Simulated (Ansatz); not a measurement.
# Os (hcp)

The computed numbers are results of PBE, scalar-relativistic (no spin polarisation) in the plane-wave PAW code Ansatz at 420 eV, 18×18×10 k-mesh, Gaussian smearing of 0.05 eV. The datasets are Ansatz's generated set soft_2.

```xyz
2
Lattice="2.7523 0.0000 0.0000 -1.3762 2.3836 0.0000 0.0000 0.0000 4.3522" Properties=species:S:1:pos:R:3 pbc="T T T"
Os    0.0000    1.5891    3.2642
Os    1.3762    0.7945    1.0881
```

Cell and atoms are those of this level's equilibrium.

| Item | Value |
| --- | --- |
| Space group | P6_3/mmc (No. 194) |
| Volume | 14.28 Å³/atom |
| Band gap | zero (metallic) |

**Question.** What does PBE give for the density of states at the Fermi level?

**Answer.** 0.63 states/(eV·atom).

**What was measured.** A cell as deposited of hexagonal Os (space group P6_3/mmc), temperature not stated, from the Crystallography Open Database (1998), has a, c = 2.734, 4.320 Å and 13.98 Å³/atom.

**Comparison.** The computed cell (2.752, 4.352 Å, 14.28 Å³/atom) differs from the database's by +2.1 % in volume, about +0.7 % in length. PBE usually overestimates volumes by a few per cent. Spin–orbit coupling, left out, also moves the volume of such heavy elements' compounds.

Spin–orbit coupling, which matters for such heavy elements, is left out.
